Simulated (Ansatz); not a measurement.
WSeS:
```xyz
6
Lattice="3.2358 0.0000 0.0000 -1.6179 2.8023 0.0000 0.0000 0.0000 12.8966" Properties=species:S:1:pos:R:3 pbc="T T T"
W      0.0000     1.8682     3.3520
W      1.6179     0.9341     9.5446
Se     0.0000     1.8682    11.2417
Se     1.6179     0.9341     1.6549
S      1.6179     0.9341     4.8794
S      0.0000     1.8682     8.0172
```

Relaxed with r²SCAN+D4.

Task: Give the Bader charges and basin volumes of the independent atoms, r²SCAN+D4 (plane waves, PAW; program Ansatz).

Result: 

```json
[
 {"atom": "W1", "Bader charge (e)": "+1.32", "Bader volume (Å³)": "13.4"},
 {"atom": "Se3", "Bader charge (e)": "-0.57", "Bader volume (Å³)": "23.4"},
 {"atom": "S5", "Bader charge (e)": "-0.74", "Bader volume (Å³)": "21.6"}
]
```

Space group P-3m1. The first step of the workflow began from a Materials Project structure, measured or hypothetical; the Crystallography Open Database copy checked does not list it. Whether it is the stable phase at ambient conditions was not checked. The cell was relaxed with r²SCAN+D4 under the symmetry of its start; its stability against distortions is not shown here. No spin polarisation was allowed. Scalar-relativistic: spin–orbit coupling is off unless named, which matters more the heavier the elements.

Potentials: the later of the program's two PAW sets.
